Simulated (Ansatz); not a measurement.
SrSi2:
Space group I4₁/amd, origin choice 1 (No. 141); a = 4.3891 Å, b = 4.3891 Å, c = 13.7274 Å, α = 90.00°, β = 90.00°, γ = 90.00°

```
atom  site  symmetry       x       y       z
----  ----  --------  ------  ------  ------
Sr      4a      -4m2  0.0000  0.0000  0.0000
Si      8e      2mm.  0.0000  0.0000  0.4154
```
(The calculation used a cell of 6 atoms; values per cell refer to that cell.)

Relaxed with PBEsol.

Problem. Which orbitals make up the states near the Fermi level in PBEsol (plane waves, PAW; program Ansatz)?

Solution. Within 0.5 eV of the Fermi level: Si 3p 64 %, Si 3s 16 %, outside the projected shells 18 %. Projections are on Löwdin-orthogonalised atomic valence shells; empty p or d shells of many metals are not among them.

Problem. Tabulate the density of states.

Solution. States/eV per cell of 6 atoms, in 0.25 eV bins, energy from the Fermi level.

```csv
E (eV),total,Si 3p,Si 3s,Sr 5s
-7.85,1.21,0.47,0.69,0.02
-7.60,1.84,0.73,1.02,0.03
-7.35,1.60,0.67,0.87,0.02
-7.10,1.22,0.53,0.65,0.01
-6.85,0.77,0.35,0.40,0.01
-6.60,0.78,0.37,0.39,0.01
-6.35,0.78,0.39,0.37,0.01
-6.10,0.81,0.42,0.36,0.01
-5.85,0.90,0.49,0.37,0.01
-5.60,1.20,0.71,0.44,0.02
-5.35,2.15,1.40,0.63,0.07
-5.10,1.10,0.69,0.35,0.02
-4.85,0.52,0.34,0.16,0.01
-4.60,0.35,0.23,0.10,0.01
-4.35,0.44,0.34,0.07,0.01
-4.10,2.24,1.96,0.12,0.08
-3.85,3.94,3.49,0.18,0.12
-3.60,4.49,4.06,0.14,0.12
-3.35,3.64,3.35,0.10,0.07
-3.10,1.29,1.10,0.08,0.05
-2.85,2.09,1.70,0.14,0.15
-2.60,2.83,2.36,0.13,0.20
-2.35,2.12,1.84,0.07,0.10
-2.10,1.97,1.72,0.05,0.08
-1.85,3.69,3.30,0.06,0.07
-1.60,3.55,3.09,0.10,0.04
-1.35,3.60,2.79,0.31,0.04
-1.10,3.51,2.53,0.40,0.04
-0.85,2.98,2.03,0.42,0.04
-0.60,2.76,1.87,0.39,0.03
-0.35,1.93,1.25,0.29,0.04
-0.10,1.73,1.13,0.26,0.03
0.15,1.64,1.01,0.30,0.03
0.40,1.40,0.87,0.24,0.02
0.65,2.12,1.09,0.34,0.04
0.90,2.78,1.29,0.54,0.07
1.15,2.68,1.20,0.58,0.07
1.40,2.61,1.18,0.52,0.11
1.65,2.95,1.29,0.49,0.20
1.90,3.35,1.40,0.51,0.27
2.15,3.46,1.29,0.40,0.28
2.40,4.03,1.46,0.37,0.37
2.65,3.48,1.13,0.30,0.36
2.90,3.39,1.00,0.25,0.32
3.15,4.39,1.09,0.31,0.57
3.40,4.95,1.12,0.30,0.71
3.65,4.06,0.95,0.24,0.51
3.90,4.12,0.89,0.26,0.31
4.15,5.02,0.95,0.29,0.34
```

Space group I4_1/amd. The workflow started from an entry of the Crystallography Open Database (COD), which files this formula under 3 space groups. Whether it is the stable phase at ambient conditions was not checked. The PBEsol relaxation kept the symmetry of its start; its stability against distortions is not shown here. Spin–orbit coupling is left out wherever it is not named.

Potentials: the later of the program's two PAW sets.
